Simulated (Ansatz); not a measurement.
Data:

KMgF₃:
```cif
data_F3KMg
_chemical_formula_sum 'K1 Mg1 F3'
_space_group_name_H-M_alt 'Pm-3m'
_space_group_IT_number 221
_space_group_name_Hall '-P 4 2 3'
_cell_length_a 3.99125
_cell_length_b 3.99125
_cell_length_c 3.99125
_cell_angle_alpha 90.000
_cell_angle_beta 90.000
_cell_angle_gamma 90.000
loop_
_atom_site_label
_atom_site_type_symbol
_atom_site_symmetry_multiplicity
_atom_site_Wyckoff_symbol
_atom_site_fract_x
_atom_site_fract_y
_atom_site_fract_z
_atom_site_occupancy
K1 K 1 b 0.50000 0.50000 0.50000 1
Mg1 Mg 1 a 0.00000 0.00000 0.00000 1
F1 F 3 d 0.00000 0.00000 0.50000 1
```

This is the PBEsol-relaxed structure.

### Question
All from plane-wave PAW PBEsol (Ansatz code), unless another level is named. Give the band gap.

### Answer
7.12 eV (indirect).

### Question
Next, the electron effective mass?

### Answer
0.51 mₑ (isotropic).

### Question
Give the weight of the valence-edge state by species (Voronoi cells).

### Answer
F 99 %.

### Question
What about the valence-band maximum?

### Answer
at R.

The PBEsol relaxation kept the symmetry of its start; phonons on a q-mesh show no instability.

Potentials: the later of the program's two PAW sets.
